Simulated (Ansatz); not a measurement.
Relaxing a structure of TiO2

The start is a generated trial cell of TiO2 in the alpha-quartz structure type. The structure is fully relaxed (lattice and positions, P = 0) with r2SCAN (plane waves to 500 eV, PAW, scalar-relativistic; Ansatz, an electronic-structure program). The first steps use a coarse 5×5×4 k-mesh.

Input geometry:
```
TiO2
1.0
    5.24212     0.00000     0.00000
   -2.62106     4.53981     0.00000
    0.00000     0.00000     5.76697
Ti O
3 6
Cartesian
  2.46327   0.00000   4.80581
 -1.23164   2.13325   0.96116
  1.38942   2.40655   2.88348
  1.46570   1.21122   4.11763
  3.46032   0.66372   0.27299
  2.93716   2.66487   2.19531
 -1.15536   3.32859   5.49398
  0.31610   1.87494   1.64934
  0.83926   3.87609   3.57166
```

### Question
What pressure does the first self-consistent step give?

### Answer
+29.0 GPa (positive: the cell is compressed).

### Question
What is the largest force in the starting geometry, and on which atom (counted from 1)?

### Answer
2.02 eV/Å, on O4, O5, O6, O7, O8, O9 (atoms numbered as listed).

### Question
How much energy is released per atom?

### Answer
0.21 eV/atom.

### Question
Write out the relaxed structure.

### Answer

```cif
data_O6Ti3
_chemical_formula_sum 'Ti3 O6'
_space_group_name_H-M_alt 'P3121'
_space_group_IT_number 152
_space_group_name_Hall 'P 31 2"'
_cell_length_a 5.55437
_cell_length_b 5.55437
_cell_length_c 6.05134
_cell_angle_alpha 90.000
_cell_angle_beta 90.000
_cell_angle_gamma 120.000
loop_
_atom_site_label
_atom_site_type_symbol
_atom_site_symmetry_multiplicity
_atom_site_Wyckoff_symbol
_atom_site_fract_x
_atom_site_fract_y
_atom_site_fract_z
_atom_site_occupancy
Ti1 Ti 3 b 0.53470 0.53470 0.50000 1
O1 O 6 c 0.72679 0.14536 0.04822 1
```

The space group stays P3₁21 (No. 152) (the run could not lower it); the end is AFLOW prototype A2B_hP9_152_c_a (as in SiO2), with 9 atoms in the primitive cell. Final values are on a 7×7×6 k-mesh of the relaxed cell. No spin polarisation in the result.

The run could not lose the symmetry of its start.

The first start was generated by placing the elements on the sites of a structure type. A measured structure of TiO2 has the same space group, P3₁21 (No. 152); the sites were not compared with it. Another known form has space group No. 61.
